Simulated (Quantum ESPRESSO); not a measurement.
MgAl₃P₃Se (made-up cell) (calculated)

All values are calculated (Quantum ESPRESSO 7.5). Calculation on a made-up crystal cell, not a measurement, the moved input of one more run found from cubic fits through the family: the fits match the computed values on one interval only; periodic Kohn-Sham density functional theory in plane waves with PseudoDojo standard norm-conserving scalar-relativistic pseudopotentials, each functional with its own files (v0.5 for PBE, v0.4.1 for LDA and PBEsol), no spin polarisation, no spin-orbit coupling, atoms not relaxed, stress positive in tension, energies less a fixed whole-eV offset for each atom's element; levels are Kohn-Sham levels at fractions of this cell's reciprocal vectors, counted from the reference band (half the neutral cell's valence electrons, rounded up) at Gamma; error bars cover cutoff and k-mesh only, not smearing or the files; added strain carries the atoms with the cell, and shear is the tensor component; each bar is the largest change over components, and at least 0.002 eV, 0.002 eV per angstrom or 0.02 GPa; energies are for the whole cell, and the offsets were chosen from early runs and are not element reference energies.

```json
{"formula": "MgAl3P3Se", "kind": "made-up cell", "reference_structure": {"cell_angstrom": [[5.4928, -0.0062, -0.0016], [-0.0062, 5.5597, 0.0026], [-0.0016, 0.0026, 5.578]], "atoms_fractional": [["Al", -0.00638, -0.00681, -0.00174], ["Al", 0.01229, 0.50009, 0.51255], ["Al", 0.48539, 0.00959, 0.5004], ["Mg", 0.51812, 0.50413, 0.00352], ["P", 0.23461, 0.23815, 0.23647], ["P", 0.26284, 0.75564, 0.76658], ["Se", 0.74569, 0.27072, 0.76678], ["P", 0.76696, 0.76796, 0.24628]]}, "given": {"lattice_type": "zincblende/diamond", "functional": "pbe", "cutoff [eV]": 1170, "fermi_dirac_smearing [eV]": 0.025, "scf_tolerance [eV]": 1e-07, "electrons_removed": 0, "moved_input": "shift of site 1 along x", "moved_input_in_the_structure_shown [angstrom]": 0.0043, "further_run_fx_on_site_1 [eV/angstrom]": 2.336, "further_run_fz_on_site_8 [eV/angstrom]": 2.403, "further_run_fx_on_site_8 [eV/angstrom]": -1.04, "further_run_fy_on_site_8 [eV/angstrom]": -0.779, "k_mesh": "4 x 4 x 4, shifted by half a step", "structure_shown": "one run of the family, not the further run", "atom_site": [1, 2, 3, 4, 5, 6, 7, 8], "atom_energy_offset [eV]": [-64, -64, -64, -1617, -189, -189, -3300, -189], "family_moved_input [angstrom]": [-0.1129, -0.0554, -0.0399, 0.0043, 0.0319, 0.0981], "family_fx_on_site_1 [eV/angstrom]": [2.474, 1.8, 1.615, 1.08, 0.743, -0.071], "family_fz_on_site_8 [eV/angstrom]": [2.458, 2.207, 2.144, 1.975, 1.878, 1.668], "family_fx_on_site_8 [eV/angstrom]": [-1.085, -0.872, -0.815, -0.653, -0.553, -0.32], "family_fy_on_site_8 [eV/angstrom]": [-0.827, -0.61, -0.555, -0.409, -0.325, -0.145]}, "results": {"moved_input_of_the_further_run [angstrom]": -0.1009, "interval_low [angstrom]": -0.1017, "interval_high [angstrom]": -0.1001, "energy_against_integrated_force_or_stress [eV]": 0.0001519, "error_bar_energy [eV]": 0.004329, "error_bar_force [eV/angstrom]": 0.003191}}
```
